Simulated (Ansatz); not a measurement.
PbS:
```yaml
crystal:
  lattice:
    - [4.09302, 0.00000, 0.00000]
    - [-2.04651, 3.54466, 0.00000]
    - [0.00000, 0.00000, 7.54038]
  atoms:
    - { symbol: Pb, position: [0.00000, 0.00000, 0.98601] }
    - { symbol: Pb, position: [0.00000, 0.00000, 0.48601] }
    - { symbol: S, position: [0.33333, 0.66667, 0.19319] }
    - { symbol: S, position: [0.66667, 0.33333, 0.69319] }
```

r²SCAN+D4 in the plane-wave PAW code Ansatz gives a gap of 0.66 eV without spin–orbit coupling, maximum off the standard path, at k = (-0.052, 0.008, 0.000), minimum at M.

Problem. What happens when spin–orbit coupling is switched on?

Solution. The gap shrinks by 0.25 eV, to 0.41 eV; maximum off the standard path, at k = (-0.062, 0.008, 0.000), minimum on the Γ–M line, 97 % of the way from Γ.

Problem. Give the Z2 indices of the occupied bands with spin–orbit coupling.

Solution. 0;(000).

Space group P6_3mc. The first step of the workflow began from a Materials Project structure, measured or hypothetical; the Crystallography Open Database copy checked does not list it. It is not the phase usual at ambient conditions (space group No. 225). Symmetry was held in the r²SCAN+D4 relaxation; of distortions, only those at the zone centre were tested.

Potentials: the later of the program's two PAW sets.
